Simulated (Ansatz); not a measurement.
One crystal and one scan (energy over volume and axial ratio) at two levels, PBE (plane waves to 420 eV, PAW, scalar-relativistic; Ansatz, a quantum-chemistry and plane-wave program) and r2SCAN (plane waves to 500 eV, PAW, scalar-relativistic; Ansatz), each from its own relaxed cell and on its own mesh. The cell shown is that of PBE.

TiC (rock salt)

```xyz
2
Lattice="0.0000 2.1665 2.1665 2.1665 0.0000 2.1665 2.1665 2.1665 0.0000" Properties=species:S:1:pos:R:3 pbc="T T T"
C      0.0000     0.0000     0.0000
Ti     2.1665     2.1665     2.1665
```

The relaxed cell is deformed in two ways at once: its volume V is scaled, and at that volume it is stretched along z (the c axis of the conventional cell) so that c/a changes. Fractional atomic positions are held.

The energy includes the smearing's −TS. TiC is run without spin polarisation. TiC was relaxed with its symmetry unable to fall. With partly filled bands, the response to shear is sensitive to the k mesh, so small differences along c/a are uncertain. Percentages come from the unrounded values. Both scans cover V/V₀ from 0.960 to 1.040 and (c/a)/(c/a)₀ from 0.920 to 1.080.

Results of PBE:

```
Property                                                     Value
-----------------------------------------------------------  -----
Lattice constant a (Å)                                       4.333
Shear modulus C′ = (C11 − C12)/2 (fit, atoms clamped) (GPa)    194
```

Problem. Estimate the r2SCAN values.

Solution. 
```tsv
quantity	r2SCAN	PBE − r2SCAN
Lattice constant a (Å)	4.328	+0.005 (+0.1 %)
Shear modulus C′ = (C11 − C12)/2 (fit, atoms clamped) (GPa)	200	-6 (-3 %)
```

PBE gives the lower value for: shear modulus C′. They agree on: lattice constant a (within 0.2 %). Neither level is exact: the differences show how much the result hangs on the functional.

(A scan under strain: stresses follow from slopes of the energy per volume, elastic moduli from its curvatures.)
